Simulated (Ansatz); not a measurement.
With the program Ansatz at the r²SCAN level (PAW), ZnSnN2 in the trigonal phase (R-3m; Zn on 3a, Sn on 3b, N on 6c) relaxes to a = 3.167 Å, c = 15.451 Å. Zn has 6 nearest neighbours from 2.27 Å (octahedral); Sn has 6 nearest neighbours from 2.21 Å (octahedral); N has 6 nearest neighbours from 2.21 Å (octahedral). Against the elements it lies at 0.17 eV/atom, with no fitted shifts.

The Kohn–Sham gap is 1.19 eV (indirect). The screened hybrid HSE06 puts the gap at 1.90 eV. Gap from r²SCAN with spin–orbit coupling: 1.19 eV. Electrons at the band edge weigh 0.14 mₑ (isotropic). The hole mass is 0.29, 0.84, 16 mₑ (principal values).

An equation-of-state fit gives a bulk modulus of 189 GPa. The relaxed-ion elastic constants in GPa are C11 = 392, C12 = 124, C13 = 82.6, C14 = -57.4, C33 = 354, C44 = 25.8. Bader charges are Zn +1.21, Sn +2.14, N -1.68 e.

The start of the workflow was typed in or built on a structure type; neither database checked (COD, Materials Project) lists it. Whether it is the stable phase at ambient conditions was not checked. The r²SCAN relaxation kept the symmetry of its start; its stability against distortions is not shown here. Its formation energy is positive at this level, so the cell may be metastable or incomplete. The references are the lowest solids computed at this level, not always the standard phases (solids in place of the gases). Scalar-relativistic: spin–orbit coupling is off unless named, which matters more the heavier the elements.

Potentials: the later of the program's two PAW sets.
